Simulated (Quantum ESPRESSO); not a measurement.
Rb3RhF6 is modelled in the cubic space group Fm-3m (No. 225), Pearson symbol cF40. Conventional cell: a = 9.1130 Å, b = 9.1130 Å, c = 9.1130 Å, α = 90.00°, β = 90.00°, γ = 90.00°. F on 24e is coordinated by 1 Rh at 1.982 Å and 1 Rb at 2.575 Å and 4 Rb at 3.236 Å (octahedral). Rb1 on 8c is surrounded by 12 F at 3.236 Å. Rb2 on 4b has 6 F at 2.575 Å (octahedral). Rh on 4a is coordinated by 6 F at 1.982 Å (octahedral). (Neighbours: up to the widest gap in distance over summed covalent radii, below 1.35, at either atom; cation-cation contacts left out.)
(The calculation used a cell of 10 atoms; values per cell refer to that cell.)

The geometry is that of Materials Project entry mp-1113824, symmetrised and not relaxed again.

Task: What does PBEsol (pw.x of Quantum ESPRESSO, ONCV potentials, without SOC) give for the electronic structure near the Fermi level?

Result: The PBEsol gap is direct, 2.11 eV at X. Another valence extremum on the path lies within 0.02 eV, too close to call. Spin-orbit splittings are left out.

The structure is a Materials Project entry; no match was found in the copy of COD used, and its stability was not checked.
